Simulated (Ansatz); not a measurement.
Given:

Ta$_{2}$C:
```
CELL_PARAMETERS angstrom
      3.48586     0.00000     0.00000
      0.00000     3.48586     0.00000
      0.00000     0.00000     6.46564
ATOMIC_POSITIONS crystal
  Ta 0.00000 0.00000 0.00000
  Ta 0.50000 0.50000 0.00000
  Ta 0.50000 0.00000 0.36745
  Ta 0.00000 0.50000 0.63255
  C  0.50000 0.00000 0.72510
  C  0.00000 0.50000 0.27490
```

This is the PBEsol-relaxed structure.

Q: All from PBEsol (plane waves, PAW; program Ansatz), unless another level is named. Estimate the highest zone-centre frequency.

A: 461 cm⁻¹.

Q: Predict the bulk modulus (Birch–Murnaghan fit).

A: 268 GPa.

Space group P4/nmm. A made-up cell: these elements were put on the sites of a structure type; neither database checked (COD, Materials Project) lists it. COD files the formula under space group No. 164. Its standing as an ambient phase is unchecked. The PBEsol relaxation kept the symmetry of its start; its stability against distortions is not shown here. The run is not spin-polarised. As this level gives no gap, phonon frequencies hold no LO–TO term and depend on the k-mesh and smearing (Fermi–Dirac, 0.1 eV here). Scalar-relativistic: spin–orbit coupling is off unless named, which matters more the heavier the elements.

Potentials: the later of the program's two PAW sets.
